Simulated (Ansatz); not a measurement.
Starting cell, Se (trigonal-Se type, space group P3_121):

```
Se
1.0
    9.01316     0.00000     0.00000
   -2.25329     3.90281     0.00000
    0.00000     0.00000     4.98884
Se
6
Cartesian
  0.97742   0.00000   4.15736
  5.48400   0.00000   4.15736
 -0.48871   0.84647   0.83147
  4.01787   0.84647   0.83147
  1.76458   3.05634   2.49442
  6.27116   3.05634   2.49442
```

In each cell atom 1 (Se, nearest neighbour Se at 2.373 Å; its periodic images, 4.5 Å or more away, move with it) moves by s·(0.707, 0.707, 0.000) (along Cartesian [110]), the rest being held.

The numbers are results of r2SCAN (plane waves to 500 eV, PAW, scalar-relativistic; Ansatz, a first-principles code), not measurements. k mesh 7×7×6 (Γ-centred), Fermi-Dirac smearing 0.05 eV. Energies are smeared free energies. Se was relaxed with its symmetry unable to fall. The PAW data are Ansatz's earlier set. The zero of ΔE is the undisplaced structure.

Successive frames, forces in eV/Å:

```csv
frame,ΔE (eV/cell),F on Se1,F on Se2,F on Se3,F on Se4,F on Se5,F on Se6
s = -0.284 Å,0.260,"(2.029, 0.668, 1.034)","(-0.022, -0.010, 0.010)","(-0.430, 0.510, 0.120)","(-0.046, -0.125, -0.015)","(0.054, 0.037, -0.001)","(-1.584, -1.078, -1.148)"
s = -0.142 Å,0.062,"(0.935, 0.335, 0.326)","(-0.011, -0.005, 0.006)","(-0.237, 0.236, 0.068)","(-0.026, -0.068, -0.006)","(0.031, 0.019, 0.002)","(-0.691, -0.517, -0.395)"
s = 0.000 Å,0.000,"(0.001, 0.000, 0.000)","(0.001, 0.000, 0.000)","(0.000, 0.001, 0.000)","(0.000, 0.001, 0.000)","(0.000, -0.001, 0.000)","(0.000, -0.001, 0.000)"
s = 0.142 Å,0.056,"(-0.763, -0.330, -0.061)","(0.016, 0.007, -0.007)","(0.246, -0.179, -0.067)","(0.032, 0.083, 0.001)","(-0.040, -0.026, -0.006)","(0.510, 0.445, 0.140)"
```

**Question.** What are the energy and the forces in the next frame, s = 0.284 Å?

**Answer.** ΔE (eV/cell) = 0.213.

```csv
atom,Fx,Fy,Fz
Se1,-1.351,-0.646,0.044
Se2,0.036,0.019,-0.015
Se3,0.470,-0.300,-0.117
Se4,0.070,0.180,-0.005
Se5,-0.085,-0.064,-0.013
Se6,0.859,0.810,0.107
```

(A displaced cell: forces are minus the slopes of the energy, force constants its curvatures, and phonons follow from these.)
